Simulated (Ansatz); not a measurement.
Kick test of a cell of Al₃S₄I

It was reached by relaxing an invented guess, and it needn't be the stable form of this composition.

All numbers below come from DFT PBE, scalar-relativistic, plane waves, PAW in Ansatz 0.2.0. Cutoff 420 eV; k points 8×4×4 on the computed 8-atom cell (Γ-centred); Gaussian smearing, width 0.02 eV; no spin polarisation.

The cell below (8 atoms, space group Pmm2 (No. 25)) is relaxed within its symmetry.

```yaml
crystal:
  lattice:
    - [3.61469, 0.00000, 0.00000]
    - [0.00000, 9.41051, 0.00000]
    - [0.00000, 0.00000, 7.40163]
  atoms:
    - { symbol: Al, position: [0.00000, 0.83417, 0.43280] }
    - { symbol: Al, position: [0.50000, 0.50000, 0.61662] }
    - { symbol: Al, position: [0.00000, 0.16583, 0.43280] }
    - { symbol: S, position: [0.00000, 0.00000, 0.22647] }
    - { symbol: S, position: [0.50000, 0.68458, 0.40194] }
    - { symbol: S, position: [0.00000, 0.50000, 0.78726] }
    - { symbol: S, position: [0.50000, 0.31542, 0.40194] }
    - { symbol: I, position: [0.50000, 0.00000, 0.70016] }
```

For the test it was strained at random (σ = 1.5 % a component), the atoms were moved at random (σ = 0.15 Å), and all was relaxed again on a coarse 4×2×2 mesh (in the run’s order of axes) with 0.10 eV smearing, with no symmetry imposed.

Weakly bound directions are ill-defined at this level, which has no dispersion term. Spin–orbit coupling, which can matter for I, is left out.

Problem. Is the structure stable against such a distortion?

Solution. It doesn't return. The energy falls by 112 meV/atom on that mesh, the volume changes by 2.5 %, and the end has space group P1 (No. 1) at a loose tolerance. Relaxed again on an 8×4×4 mesh with 0.02 eV smearing, the new structure lies 108 meV/atom below the first (mesh in the axes of the run's cell; the cell below is made exact in the group named). Space group P1 (No. 1), triclinic, a = 3.712 Å, b = 7.740 Å, c = 9.221 Å, α = 92.2°, β = 90.0°, γ = 102.8°. Around Al on its first site lie 3 S at 2.19–2.29 Å and 1 I at 2.68 Å; around Al on its second site lie 2 S at 2.22 Å and 2 S at 2.36 Å; S on its first site has 2 Al at 2.19 Å; I is surrounded by 2 Al at 2.68 Å; 4 more sites not described.

```xyz
8
Lattice="3.7125 0.0000 0.0000 -1.7087 7.5491 0.0000 -0.0009 -0.3703 9.2137" Properties=species:S:1:pos:R:3 pbc="T T T"
Al   -0.6241    2.8803    7.6621
Al    1.2328    4.5053    4.6410
Al   -0.6237    3.1285    1.5069
S     3.0948    1.2522    9.1284
S     1.2324    2.8533    6.3203
S    -0.6235    5.7210    4.6847
S     1.2326    2.9840    2.8427
I    -0.6222    5.3907    0.0689
```
